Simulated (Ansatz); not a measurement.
A trial cell of AgSn₂SeI₃, before relaxation:

```xyz
7
Lattice="3.4080 1.9676 5.5415 -3.4080 1.9676 5.5415 0.0000 -3.9352 5.5415" Properties=species:S:1:pos:R:3 pbc="T T T"
Ag    0.0000    0.0000    8.3122
Sn    0.0000    0.0000   12.9958
Sn    0.0000    0.0000    3.6287
Se    0.0000    0.0000    0.0000
I     0.0000    1.9676    5.5415
I    -1.7040   -0.9838    5.5415
I     1.7040   -0.9838    5.5415
```

Computed with DFT PBE, scalar-relativistic, plane waves, PAW (Ansatz 0.2.0). Cutoff 420 eV, Gaussian smearing, Γ-centred meshes. Cell and atoms relax first on a coarse mesh, the cell is then made exact in the group found at 0.06 to 0.08 Å, and last on a converged mesh; the steps can't lower the symmetry of their start. No spin polarisation.

A guess keeps its type if space group and coordination stay and the shape of the cell changes little (axis ratios within about 15 %, angles within 6°); the volume may change.

Question: Does it keep its structure type, or change into something else?

Answer: It doesn't keep its type. The symmetry stays R-3m (No. 166). The volume per atom grows by 42.1 %, from 31.9 to 45.3 Å³. The shortest distance goes from 2.74 Å (Sn–I) to 2.58 Å (Sn–Se). The ratio c/a of the conventional cell changes by a factor of 0.47. Counting neighbours within 15 % of an atom's shortest distance, the start has Ag 6, I 2, Se 8, Sn 3 and the end Ag 8, I 4, Se 2, Sn 1. In detail, at the end around Ag lie 2 Sn at 3.08 Å and 6 I at 3.41 Å; around Sn lie 1 Se at 2.58 Å, 1 Ag at 3.08 Å and 3 I at 3.08 Å; around Se lie 2 Sn at 2.58 Å; around I lie 2 Sn at 3.08 Å and 2 Ag at 3.41 Å.

```
Ag Sn Se I
1.0
     4.92361    2.84265    3.77303
    -4.92361    2.84265    3.77303
     0.00000   -5.68529    3.77303
Ag Sn Se I
1 2 1 3
Direct
  0.50000 0.50000 0.50000
  0.77229 0.77229 0.77229
  0.22771 0.22771 0.22771
  0.00000 0.00000 0.00000
  0.50000 0.50000 0.00000
  0.00000 0.50000 0.50000
  0.50000 0.00000 0.50000
```

The zero of energy is the elements' standard structures at the same level; no fitted shifts are applied. The references include grey tin.

Question: At what energy does it end?

Answer: −0.12 eV/atom.

The last run used a 6×6×6 mesh for its 7-atom cell and Gaussian smearing of 0.10 eV. These runs have no spin–orbit coupling, which can matter for I. The reference forms of I and Se are held partly by dispersion forces, which this level lacks. A structure relaxed within its symmetry needn't be a true minimum. Another cell of the same search, in P1, lies 253 meV/atom lower, so this cell isn't the stable form at this level.
